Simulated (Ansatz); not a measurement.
Each is relaxed and computed with r²SCAN (plane waves, PAW; program Ansatz). Which is the only metal?
A) Si3N4, I-43d (N on 16c, Si on 12b)
B) SiO2, Pbcn (Si on 4c, O on 8d)
C) TiSi, CsCl type
D) SiGe, R-3m (Si on 6c, Ge on 6c)

C, TiSi, CsCl type. TiSi: metal; SiO2: gap 6.75 eV (direct); SiGe: gap 0.65 eV (indirect); Si3N4: gap 4.74 eV (indirect). Constructed cells (a structure type filled with these elements, in neither database checked): TiSi, CsCl type. Typed or built starts, not in the databases checked: SiGe, R-3m (Si on 6c, Ge on 6c). Not the usual ambient phase: SiO2, Pbcn (Si on 4c, O on 8d); Si3N4, I-43d (N on 16c, Si on 12b). Unstable at this level: TiSi, CsCl type. All cells were relaxed under the symmetry of their starts (and spin orders); stability against distortions was not tested throughout. Rows with no word on spin ran without spin polarisation. Scalar-relativistic: spin–orbit coupling is off unless named, which matters more the heavier the elements.

Potentials: the later of the program's two PAW sets.
